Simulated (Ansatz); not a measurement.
Total density of states per atom from DFT-r²SCAN in the program Ansatz with PAW potentials, in 0.25 eV bins, energy from the Fermi level:

```
E (eV)  states/eV/atom
------  --------------
-7.85             0.04
-7.60             0.02
-7.35             0.01
-7.10             0.00
-6.85             0.03
-6.60             0.14
-6.35             0.22
-6.10             0.37
-5.85             0.44
-5.60             0.48
-5.35             0.52
-5.10             0.60
-4.85             0.73
-4.60             1.29
-4.35             1.35
-4.10             10.1
-3.85             1.92
-3.60             0.97
-3.35             0.92
-3.10             1.65
-2.85             1.69
-2.60             1.74
-2.35             1.31
-2.10             1.20
-1.85             1.13
-1.60             1.41
-1.35             1.82
-1.10             1.27
-0.85             1.08
-0.60             0.63
-0.35             0.44
-0.10             0.66
0.15              0.61
0.40              0.06
0.65              0.02
0.90              0.03
1.15              0.05
1.40              0.15
1.65              1.17
1.90              0.52
2.15              0.39
2.40              0.46
2.65              0.50
2.90              0.44
3.15              0.52
3.40              0.60
3.65              0.69
3.90              0.58
4.15              0.54
4.40              0.49
4.65              0.50
```

Problem. Which of these materials gives this?
A) LuBRh3, cubic perovskite
B) Lu2C, R-3m (Lu on 6c, C on 3b)
C) LuBi, rock salt
D) YRh, CsCl type

Solution. A, LuBRh3, cubic perovskite. Within 0.5 eV of the Fermi level: Rh 4d 91 %. Projections are on Löwdin-orthogonalised atomic valence shells; empty p or d shells of many metals are not among them.

Space group Pm-3m (cubic perovskite). The workflow started from an entry of the Crystallography Open Database (COD). Whether it is the stable phase at ambient conditions was not checked. Symmetry was held in the r²SCAN relaxation; its stability against distortions is not shown here. No spin polarisation was allowed. Spin–orbit coupling is left out wherever it is not named.

Potentials: the later of the program's two PAW sets.
